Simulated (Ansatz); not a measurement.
Structures of CdCo$_{2}$: which is lowest?

Plane-wave DFT in Ansatz with scalar-relativistic PAW potentials, cutoff 420 eV, Γ-centred meshes chosen by cell and gap, Gaussian smearing with energies taken to zero width. Every cell was relaxed (cell and atoms) in a run of its own, within the symmetry of its start. Functional: PBE.

Relaxed structures (starts from databases or built by putting these elements on another compound's sites):
A. P6/mmm, 3 atoms in the computed cell, a = 4.185 Å, c = 2.775 Å; sites (symmetry × multiplicity) Cd 6/mmm × 1, Co -6m2 × 2; start: built
B. Fd-3m, 6 atoms in the computed cell, a = 6.959 Å; sites (symmetry × multiplicity) Cd -43m × 8, Co .-3m × 16; start: built

Task: Rank them by energy. Could pressure change the order?

Result:
| structure | group | E − E(lowest) (meV/atom) | V (Å³/atom) | gap on mesh (eV) |
| --- | --- | --- | --- | --- |
| B | Fd-3m | 0.0 | 14.04 | 0.00 |
| A | P6/mmm | 122 | 14.03 | 0.00 |

B is lowest, 122 meV/atom under A. The two lowest differ in volume by under 3 %, too little for a first-order estimate of what pressure does to that pair (other pairs aren't weighed here); with rigid cells even 3 % in favour of the higher one would need about 46 GPa. Other structures may lie lower than all of these, and vibrations aren't counted.

Magnetic cells started from one order each; another order can shift an energy by tens of meV per atom.